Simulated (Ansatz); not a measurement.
**GaSb$_{2}$: computed properties**

Level of theory: DFT PBE, scalar-relativistic, plane waves, PAW in Ansatz 0.2.0.

Plane waves to 420 eV, a k mesh through Γ of 6×16×16 on the computed 3-atom cell and Gaussian smearing (0.10 eV); no spin polarisation.

The structure is relaxed at this level of theory with its symmetry kept, and needn't be the ground state of this composition.

Space group Amm2 (No. 38), orthorhombic, a = 8.256 Å, b = 4.354 Å, c = 4.482 Å. Ga is surrounded by 2 Sb at 3.08 Å, 4 Ga at 3.12 Å, 4 Sb at 3.43 Å and 2 Sb at 3.83 Å; Sb is surrounded by 1 Ga at 3.08 Å, 5 Sb at 3.08–3.12 Å, 2 Ga at 3.43 Å and 1 Ga at 3.83 Å.

| Item | Value |
| --- | --- |
| Volume per atom | 26.85 Å³ |
| Formation energy from the elements' standard states (uncorrected) | +0.106 eV/atom |
| Kohn–Sham band gap | none (metal) |
| Density of states at the Fermi level | 1.5 states/eV per cell |
| Orbital (Löwdin) character within 0.5 eV of the Fermi level | Sb 5p 61 %, Ga 4p 22 %, Sb 5s 9 % |
| Bader charge by site (e) | Ga (1 in the cell) 0.14, Sb (2 in the cell) -0.07 |

Spin-orbit coupling is left out, which matters for the bands of heavy elements.

Another cell of GaSb2 relaxed alike, in P-3m1, lies 62 meV/atom lower, so this cell isn't the stable form at this level.

The cell was found from a structure generator's guess, not taken from experiment. Löwdin shares on free-atom orbitals overweight diffuse shells.
